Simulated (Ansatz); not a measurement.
## ZrBeB: strain energy, fitted

ZrBeB, P-6m2, a = 3.395 Å, c = 3.451 Å. The structure is a Materials Project entry; whether it is the stable form wasn't checked. Ansatz: PBEsol, PAW, 420 eV, Γ-centred 15×15×12 mesh on 3 atoms, Gaussian smearing 0.10 eV; no spin polarisation. Series: biaxial strain in the a-b plane, c and atoms relaxed; x is the strain in per cent. y is the free energy over the unstrained cell, V0 = 11.483 Å³/atom.

| x (%) | y (meV/atom) |
| --- | --- |
| -6.0 | ? |
| -4.0 | 49.76 |
| -2.0 | 12.08 |
| 0.0 | 0.00 |
| 2.0 | 11.27 |
| 4.0 | 42.55 |
| 6.0 | 87.66 |

Q: Fit y = c2 x² + c3 x³ to the other rows, turn c2 into a modulus, and predict the missing energy.

A: Least squares on the rows shown. y = 2.8564 x² − 0.068118 x³. In eV per unit strain² c2 is 28.56; M is the biaxial modulus (E = M V0 ε²): 28.56 × 160.2 / (11.483) = 398 GPa. At x = -6.0 the fit asked for gives 117.54 meV/atom. The run gave 114.94 meV/atom, so the fit is 2.60 meV/atom too high, 2.3 % of the span of the series, against an rms of 0.62 meV/atom on the fitted rows. The row lies outside the fitted range. With a term in x⁴ added, a fit to the same known rows predicts 112.13 meV/atom, which misses by about as much or more on the other side: the known rows don't fix the higher terms.